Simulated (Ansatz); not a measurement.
This guess for MgSn2N2 is about to be relaxed.

Space group R3m:H (No. 160). a = 5.376 Å, b = 5.376 Å, c = 11.075 Å, α = 90.00°, β = 90.00°, γ = 120.00°
| atom | site | symmetry | x | y | z |
| --- | --- | --- | --- | --- | --- |
| Mg | 3a | 3m | 0.3333 | 0.6667 | 0.8972 |
| Sn | 3a | 3m | 0.3333 | 0.6667 | 0.7202 |
| Sn | 3a | 3m | 0.3333 | 0.6667 | 0.4731 |
| N | 3a | 3m | 0.3333 | 0.6667 | 0.3348 |
| N | 3a | 3m | 0.3333 | 0.6667 | 0.1909 |

Method: Ansatz, DFT PBE, scalar-relativistic, plane waves, PAW. Cutoff 420 eV, Gaussian smearing, Γ-centred meshes. Cell and atoms relax first on a coarse mesh and then on a finer one. In between, the cell is made exact in the group found at 0.06 Å. In metals the finer mesh still leaves noise of several meV/atom or more. The steps can't lower the symmetry of their start. No spin polarisation.

A guess keeps its type if space group and coordination stay and the shape of the cell changes little (axis ratios within about 15 %, angles within 6°); the volume may change.

Question: Does this structure survive the relaxation?

Answer: It doesn't keep its type. The symmetry stays R3m (No. 160). The volume per atom grows by 13.3 %, from 18.5 to 20.9 Å³. The shortest distance goes from 1.53 Å (Sn–N) to 1.14 Å (N–N). The ratio c/a of the conventional cell changes by a factor of 1.11. Counting neighbours within 15 % of an atom's shortest distance, the start has Mg 1, N 1/2, Sn 1 and the end Mg 1, N 1, Sn 1/14. In detail, at the end Mg is surrounded by 1 N at 2.16 Å, 4 Sn at 3.20–3.26 Å and 4 N at 3.23–3.30 Å; Sn on its first site has 4 Sn at 3.16–3.27 Å, 4 Mg at 3.20–3.26 Å, 3 N at 3.37 Å and 3 N at 3.58 Å; N on its first site has 1 N at 1.14 Å, 1 Sn at 2.68 Å, 4 Mg at 3.23–3.30 Å and 6 Sn at 3.44–3.58 Å; 2 more sites not described.

```yaml
crystal:
  lattice:
    - [2.71032, 1.56481, 4.11409]
    - [-2.71032, 1.56481, 4.11409]
    - [0.00000, -3.12961, 4.11409]
  atoms:
    - { symbol: Mg, position: [0.32293, 0.32293, 0.32293] }
    - { symbol: Sn, position: [0.06380, 0.06380, 0.06380] }
    - { symbol: Sn, position: [0.80774, 0.80774, 0.80774] }
    - { symbol: N, position: [0.59030, 0.59030, 0.59030] }
    - { symbol: N, position: [0.49809, 0.49809, 0.49809] }
```

The last run used a 12×12×12 mesh for its 5-atom cell and Gaussian smearing of 0.10 eV. Symmetry constrained the relaxation, so the result can be a saddle point. Another cell of MgSn2N2 relaxed alike, in P-4m2 (a Materials Project cell), lies 270 meV/atom lower, so this cell isn't the stable form at this level.

In counts of neighbours, a slash parts the counts of unlike sites.
